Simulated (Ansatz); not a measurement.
Here is the system:

Ag₃Sn:
```
CELL_PARAMETERS angstrom
      3.04218     0.00000     0.00000
     -1.52109     2.63461     0.00000
      0.00000     0.00000     9.38006
ATOMIC_POSITIONS crystal
  Ag 0.00000 0.00000 0.50000
  Ag 0.66667 0.33333 0.26175
  Ag 0.66667 0.33333 0.73825
  Sn 0.00000 0.00000 0.00000
```

This is the PBEsol-relaxed structure.

### Question
All from plane-wave PAW PBEsol (Ansatz code), unless another level is named. Estimate the highest zone-centre frequency.

### Answer
165 cm^-1.

### Question
Give the bulk modulus (Birch–Murnaghan fit).

### Answer
89.8 GPa.

Space group P-6m2. The first step of the workflow began from a Materials Project structure, measured or hypothetical; the Crystallography Open Database copy checked does not list it. COD files the formula under space group No. 59. With Ag and Sn taken as one species the cell has the higher symmetry P6_3/mmc, so it may be an ordered model of a mixed-site phase. Whether it is the stable phase at ambient conditions was not checked. Symmetry was held in the PBEsol relaxation; whether a distortion lowers the energy is not shown. The run is not spin-polarised. As this level gives no gap, phonon frequencies hold no LO–TO term and depend on the k-mesh and smearing (Fermi–Dirac, 0.1 eV here). Scalar-relativistic: spin–orbit coupling is off unless named, which matters more the heavier the elements.

Potentials: the later of the program's two PAW sets.
